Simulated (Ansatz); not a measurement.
## SrCo3 (AuCu3-type structure)

Level of theory: DFT, PBE, scalar-relativistic, collinear spin; plane waves to 420 eV with PAW datasets (Ansatz 0.2.0), Γ-centred 8×8×8 mesh, 0.05 eV Gaussian smearing; PAW files: Ansatz's generated set soft_2.

```
Sr Co
1.0
     4.00683    0.00000    0.00000
     0.00000    4.00683    0.00000
     0.00000    0.00000    4.00683
Sr Co
1 3
Direct
  0.00000 0.00000 0.00000
  0.00000 0.50000 0.50000
  0.50000 0.50000 0.00000
  0.50000 0.00000 0.50000
```

This is a trial structure made by placing the elements on a prototype's sites, so it needn't be the stable form.

Magnetic state: ferromagnetic, site spin moments Sr -0.10; Co 1.52 μB.

The run above is the reference. The same cell was run again with other input settings; several of them aren't fit for production, so the rows show the settings' effect and aren't properties of the material.

```tsv
keys changed	outcome	ΔE (meV/atom)	P (GPa)	gap on the mesh (eV)	cell moment (μB)	largest force component (eV/Å)	SCF iterations	rough core-seconds	new warnings
none (reference)	converged	0.0	0.0	metal	4.17	0.000	–	–	–
basis.ecutwfc: 420 → "250 eV"	converged	2804.7	-2.7	metal	4.08	0.000	12	8	cutoff below recommended
hamiltonian.dispersion: "d4"; hamiltonian.xc: "pbe" → "r2scan"	converged	–	1.0	metal	4.29	0.000	22	70	cutoff below recommended
scf.mixing.preconditioner: "none"	converged	0.0	0.0	metal	4.17	0.000	16	24	–
scf.initial_density.chi_scale: 0.0	converged	0.0	0.0	metal	4.17	0.000	14	18	–
```

ΔE is the energy with the smearing extrapolated to zero. It is left out where the change alters the Hamiltonian or the spin treatment. The varied runs start from atomic densities (corrected by the program's trained start where that serves), with the default search for lower states unless a row changes it, while the reference went on from a saved state, so a magnet may end in another state whatever the setting.

**Question.** What happens with these changes: kpoints.mp_grid.grid: [8, 8, 8] → [10, 10, 10]; scf.mixing.preconditioner: "local_kerker"?

**Answer.** outcome converged, ΔE (meV/atom) 1.4, P (GPa) 0.2, gap on the mesh (eV) metal, cell moment (μB) 4.30, largest force component (eV/Å) 0.000, SCF iterations 13, rough core-seconds 25.

**Question.** What happens with these changes: scf.mixing.preconditioner: "resta"; scf.occupations.width: 0.05 → null; scf.occupations.method: "gaussian" → "tetrahedron"?

**Answer.** outcome converged, ΔE (meV/atom) 1.1, P (GPa) 0.2, gap on the mesh (eV) metal, cell moment (μB) 4.26, largest force component (eV/Å) 0.000, SCF iterations 14, rough core-seconds 17, new warnings band table not solved further; tetrahedron derivatives may miss energy slope.

In «hamiltonian.dispersion: "d4"; hamiltonian.xc: "pbe" → "r2scan"» the pressure rises though a dispersion correction pulls inward, so the other changes outweigh it.

3 further runs (cut off, refused for memory, with changed atoms or starts, or in doubt) are left out.

Of the reference: The run wasn't fully tested for a lower electronic state. Site moments are of spin, integrated over atomic spheres. A displaced or strained copy of the relaxed cell lay 1.7 meV/atom lower, so the structure isn't a true minimum at this level, unless the mesh, which matters in a metal, makes it so. The moments were started parallel, and the real magnetic order may be another.
